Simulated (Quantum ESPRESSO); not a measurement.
# Strain and stress in NbHf3N3O

These are calculations, not measurements. They come from pw.x of Quantum ESPRESSO 7.5, a plane-wave density functional program, with PseudoDojo standard norm-conserving files (v0.5 for PBE, v0.4.1 for LDA and PBEsol). The cells are made up: elements, strain and atom displacements were drawn at random, and nothing was relaxed. There is no spin polarisation, spin-orbit coupling or dispersion term.

The hafnium file is less sure than the others, with forces about 3 percent (worst 6) and pressure in oxides about 1.5 GPa (worst 2.7) from a second method in checks, which no rerun with the same files tests.

The cell has 8 sites of a rocksalt lattice. Sites 1 to 4 hold Nb Hf Hf Hf; sites 5 to 8 hold N N O N. Cell vectors in Å: (4.667, 0.004, 0.027); (0.004, 4.525, 0.058); (0.027, 0.058, 4.602). Settings: PBE, cutoff 1143 eV, 7 x 7 x 7 k mesh shifted by half a step, Fermi-Dirac smearing of 0.1 eV.

Each run adds a strain along z to one cell, with the atoms carried along; the vectors above are those of run 5. Stress is positive in tension and P is minus a third of its trace. E is the free energy for each atom above the lowest run shown.

```
run,strain (%),s_xx (GPa),s_yy (GPa),s_zz (GPa),s_xy (GPa),P (GPa),E (meV/atom)
1,-2.14,15.49,4.11,0.93,0.14,-6.84,0.00
2,-1.74,15.85,4.48,3.22,0.14,-7.85,0.63
3,-1.09,16.39,5.08,6.68,0.15,-9.38,3.08
5,-0.30,17.02,5.78,10.50,0.15,-11.10,8.25
6,0.65,17.72,6.62,14.47,0.16,-12.94,17.28
7,1.54,18.37,7.43,17.56,0.16,-14.45,28.15
4,-0.66,?,?,?,?,?,?
```

A rerun of one of these cells at 1467 eV and k mesh 9 x 9 x 9 moved values by no more than 0.017 eV in the cell's energy, 0.18 GPa in stress and 0.020 eV/Å in force.

## Worked fit

A parabola through the six runs shown gives s_zz = 11.82 + 4.30 e - 0.370 e² GPa, with e in per cent and a scatter of 0.02 GPa. The slope is a stiffness of 430 ± 2 GPa for each unit of this strain at e = 0. The atoms are clamped, and relaxing them would in general lower it. The error is the larger of the fit's own and the change that a cubic makes, rounded up.

## Withheld run

Question: what s_zz should run 4 give?

The fit gives 8.82 GPa. The calculation gave 8.81 GPa.

| run | strain (%) | s_xx (GPa) | s_yy (GPa) | s_zz (GPa) | s_xy (GPa) | P (GPa) | E (meV/atom) |
| --- | --- | --- | --- | --- | --- | --- | --- |
| 4 | -0.66 | 16.74 | 5.46 | 8.81 | 0.15 | -10.33 | 5.60 |